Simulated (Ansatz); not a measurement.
HgTe (zinc blende)

Space group F-43m (No. 216); a = b = c = 6.5728 Å, α = β = γ = 90.00°

```json
[
 {"atom": "Te", "site": "4c", "symmetry": "-43m", "x": "0.2500", "y": "0.2500", "z": "0.2500"},
 {"atom": "Hg", "site": "4a", "symmetry": "-43m", "x": "0.0000", "y": "0.0000", "z": "0.0000"}
]
```
(The calculation used a cell of 2 atoms; values per cell refer to that cell.)

This relaxed cell (volume V₀) is scaled evenly in all directions, its shape held. Symmetry pins the atoms to their sites.

Level of theory: r2SCAN (plane waves to 500 eV, PAW, scalar-relativistic; Ansatz, a first-principles code). k mesh 12×12×12 (Γ-centred), Fermi-Dirac smearing 0.05 eV. Energies are smeared free energies. Stress and pressure are positive under compression. At this level the bands of HgTe touch or barely overlap. HgTe was relaxed with its symmetry unable to fall. Spin-orbit coupling is left out, though Hg and Te are heavy. ΔE is measured from the relaxed starting cell.

| a (Å) | ΔE (eV/atom) | P (GPa) |
|---|---|---|
| 6.2017 | 0.162 | 10.9 |
| 6.2666 | 0.105 | 8.3 |
| 6.3303 | 0.064 | 6.0 |
| 6.3926 | 0.034 | 4.1 |
| 6.4538 | 0.014 | 2.5 |
| 6.5138 | 0.003 | 1.2 |
| 6.5728 | 0.000 | 0.0 |
| 6.6307 | 0.003 | -1.0 |
| 6.6876 | 0.011 | -1.8 |
| 6.7436 | 0.024 | -2.5 |
| 6.7987 | 0.041 | -3.1 |
| 6.8528 | 0.061 | -3.6 |
| 6.9062 | 0.084 | -4.1 |

Derived quantities:

| Item | Result |
|---|---|
| Pressure at the smallest volume | 10.9 GPa |
| Energy cost of the largest compression | 162 meV/atom |
| Energy cost of the largest expansion | 84 meV/atom |
| Bulk modulus B₀ (third-order Birch-Murnaghan fit) | 40.0 GPa |
| Pressure derivative B₀′ (fit) | 5.1 |
| Equilibrium volume of the fit | 35.50 Å³/atom |
| Pressure for 5 % compression (fit) | 2.3 GPa |

(Under strain, the slope of the energy per volume gives the stress and its curvature an elastic modulus.)
